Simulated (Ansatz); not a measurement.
Squeezing Ti₂C

```xyz
3
Lattice="1.5353 0.8864 4.8477 -1.5353 0.8864 4.8477 0.0000 -1.7728 4.8477" Properties=species:S:1:pos:R:3 pbc="T T T"
Ti    0.0000    0.0000    3.5478
Ti    0.0000    0.0000   10.9952
C     0.0000    0.0000    7.2715
```

The base volume is that of a database entry, with shape and atoms relaxed on PAW files at held volume, so it needn't be at zero pressure; the structure needn't be the stable phase, at rest or compressed.

Its volume is scaled, and at each volume shape and atoms are relaxed on PAW files; all methods then take that cell.

All numbers are LDA results (scalar-relativistic) from Ansatz 0.2.0, with a Γ-centred 14×14×14 k mesh, Fermi–Dirac smearing of 0.05 eV, no spin polarisation. Methods: LAPW: all electrons, basis error target 1 meV/atom; PAW: frozen-core files, cutoff 420 eV.

Energies are extrapolated to zero smearing and count from the unscaled cell; pressure is positive in compression; gaps take the mesh and a band path. No temperature or zero-point motion is included.

The PAW files were made under PBE.

```csv
V/V0,V (Å³/atom),P LAPW (GPa),ΔE LAPW (eV/atom),P PAW − LAPW (GPa),ΔE PAW − LAPW (meV/atom),space group,shortest distance (Å)
1.00,13.19,-7.13,0.000,-0.07,0.0,R-3m,2.099
0.80,10.56,37.0,0.175,-0.18,-1.1,R-3m,2.010
0.65,8.58,107.7,1.027,-0.34,-2.5,R-3m,?
0.45,5.94,?,4.990,-2.71,-18.9,R-3m,1.745
```

Task: Fill in "shortest distance (Å)" for the row "0.65".

Result: 1.936.

Task: Give the missing entry: row "0.45", column "P LAPW (GPa)".

Result: 449.9.

Task: From the table, what is the rise of the enthalpy H = E + pV up to the last row, and how stiff is the crystal between the last two rows?

Result: ΔH = 4.990 eV + (449.9 GPa × 5.94 Å³ + 7.13 GPa × 13.19 Å³) × 0.006242 eV/(GPa·Å³) = 22.25 eV/atom, of which pV makes 78 %. The mean bulk modulus there is −ΔP/Δln V = 931 GPa.

Task: How do the Löwdin populations by LAPW change from the unscaled cell to the last row?

Result: Ti 3s 1.96 → 1.84, Ti 4s 0.65 → 0.39, Ti 3p 5.99 → 5.87, Ti 3d 2.88 → 3.75, C 2s 1.38 → 1.07, C 2p 3.48 → 3.18 electrons an atom. These are projections on the shells that the free atoms fill; 0.19 e a cell lies outside them at the start and 0.10 e at the end.
